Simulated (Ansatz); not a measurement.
# BaCd₃Se₄: a first pass over candidate cells

These are results of DFT PBE, scalar-relativistic, plane waves, PAW in Ansatz 0.2.0, not measurements. Each cell gets a short relaxation within its symmetry: 420 eV, a coarse mesh through Γ, smearing of 0.15 eV, at most 16 steps to 0.08 eV/Å and 0.8 GPa. No spin polarisation. Energies are free energies per atom, good to about 0.1 eV/atom between metallic cells, end volumes are rough, and groups of ends are read at 0.1 Å.

The candidates are structure types from databases with the species swapped and random cells on Wyckoff sites, with guessed sizes.

| # | made from | sites | V start (Å³/atom) |
| --- | --- | --- | --- |
| 1 | random sites (Fmmm) | Ba 4a; Cd 8e, 4b; Se 16j | 28.6 |
| 2 | random sites (P6/mmm) | Ba 1a; Cd 3g; Se 3f, 1b | 32.4 |
| 3 | random sites (I4/mmm) | Ba 2b; Cd 4e, 2a; Se 8g | 32.5 |
| 4 | random sites (I4/mmm) | Ba 2a; Cd 4c, 2b; Se 4e, 4e | 27.2 |
| 5 | BaSr3O4 cell (Pm-3m) | Ba 1b; Cd 3d; Se 3c, 1a | 25.5 |
| 6 | In3GaTe4 cell (I-42m) | Ba 2a; Cd 4c, 2b; Se 8i | 31.0 |
| 7 | random sites (Immm) | Ba 2d; Cd 4i, 2c; Se 4e, 4h | 33.0 |
| 8 | Mg3ZnO4 cell (Pm-3m) | Ba 1a; Cd 3c; Se 3d, 1b | 22.5 |
| 9 | random sites (R-3m) | Ba 3b; Cd 9e; Se 6c, 6c | 31.7 |
| 10 | random sites (Cmmm) | Ba 2a; Cd 4k, 2b; Se 8n | 32.5 |
| 11 | MgMn3Te4 cell (P-4m2) | Ba 1a; Cd 2f, 1d; Se 2g, 2g | 37.0 |
| 12 | random sites (Cmmm) | Ba 2b; Cd 4l, 2d; Se 8m | 26.5 |
| 13 | TlIn3Se4 cell (I422) | Ba 2a; Cd 4c, 2b; Se 8j | 29.6 |
| 14 | random sites (P-62m) | Ba 1a; Cd 3f; Se 4h | 30.8 |
| 15 | random sites (I-43m) | Ba 2a; Cd 6b; Se 8c | 29.3 |
| 16 | RbZn4As3 cell (P4/mmm) | Ba 1b; Cd 1a, 2h; Se 4i | 28.8 |
| 17 | random sites (P4/mmm) | Ba 1d; Cd 2e, 1a; Se 2h, 1c, 1b | 33.6 |
| 18 | random sites (P6/mmm) | Ba 1a; Cd 2d, 1b; Se 4h | 27.1 |
| 19 | random sites (P4/m) | Ba 1c; Cd 2g, 1b; Se 4k | 27.7 |
| 20 | random sites (P4mm) | Ba 1a; Cd 2c, 1a; Se 1b, 1a, 2c | 29.4 |
| 21 | VCu3S4 cell (P-43m) | Ba 1a; Cd 3d; Se 4e | 29.5 |
| 22 | random sites (Fmmm) | Ba 4a; Cd 8c, 4b; Se 8h, 8e | 30.4 |
| 23 | AlNi4As3 cell (P-6m2) | Ba 1e; Cd 1f, 2h; Se 2g, 2g | 24.8 |
| 24 | random sites (R-3m) | Ba 3b; Cd 9d; Se 9e, 3a | 31.5 |
| 25 | Ti3VS4 cell (P2/m) | Ba 1c; Cd 1h, 1a, 1e; Se 2n, 2m | 22.5 |
| 26 | Zn3CdSe4 cell (P-43m) | Ba 1a; Cd 3c; Se 4e | 29.6 |

Question: What does the screen give?

Answer: The lowest end has space group P-4m2 (No. 115) and 33.7 Å³/atom; only candidate 11 reaches it. The lowest start before relaxing, candidate 11, is that one. 4 other ends lie within 0.1 eV/atom of it, so the top isn't resolved yet.

```
 #  E start (eV/atom)  E end (eV/atom)  end group  V end (Å³/atom)       finished  same end as
11               0.13             0.00      P-4m2             33.7            yes            -
26               0.14             0.00      P-43m             34.1            yes            -
25               0.44             0.05       P2/m             27.6            yes            -
 6               0.87             0.07      I-42m             27.4            yes            -
13               0.17             0.10       I422             26.4            yes            -
 8               0.39             0.15      Pm-3m             28.1            yes            -
 5               0.19             0.15      Pm-3m             28.4            yes            8
23               0.39             0.22      P-6m2             28.2            yes            -
20               1.54             0.29       P4mm             32.8            yes            -
16               0.69             0.30     P4/mmm             27.1            yes            -
21               1.00             0.34      P-43m             35.6            yes            -
 3               0.95             0.35     I4/mmm             25.2            yes            -
 2               0.50             0.37     P6/mmm             27.1            yes            -
15               0.64             0.38      Im-3m             25.8            yes            -
12               0.91             0.38       Cmmm             29.8            yes            -
 9               0.71             0.41       R-3m             25.6            yes            -
18               0.83             0.53     P6/mmm             29.6            yes            -
14               1.50             0.64     P6/mmm             37.9            yes            -
10               5.86             0.71       Cmmm             63.2  stopped early            -
22               2.60             0.75       Fmmm             44.3            yes            -
 1               2.77             0.76       Fmmm             41.9            yes            -
24               0.92             0.81       R-3m             25.6            yes            -
19               3.22             0.83       P4/m             37.3            yes            -
 7               2.03             0.86       Immm             40.2            yes            -
 4               5.12             1.02     I4/mmm             42.7            yes            -
17               2.20             1.15     P4/mmm             52.2            yes            -
```

Energies count from the lowest end; groups are read at 0.1 Å. Cells stopped early, at the step cap or the time limit, are upper bounds. Ends are matched loosely, so a merged end can be a slightly distorted copy, and ends listed apart can be strained forms of one structure.

The runs shown took about 14 CPU minutes on AMD EPYC 9R45 96-Core Processor (Zen 5), a shared host. Some types were kept out of the candidates beforehand, so the set may lack a known form.
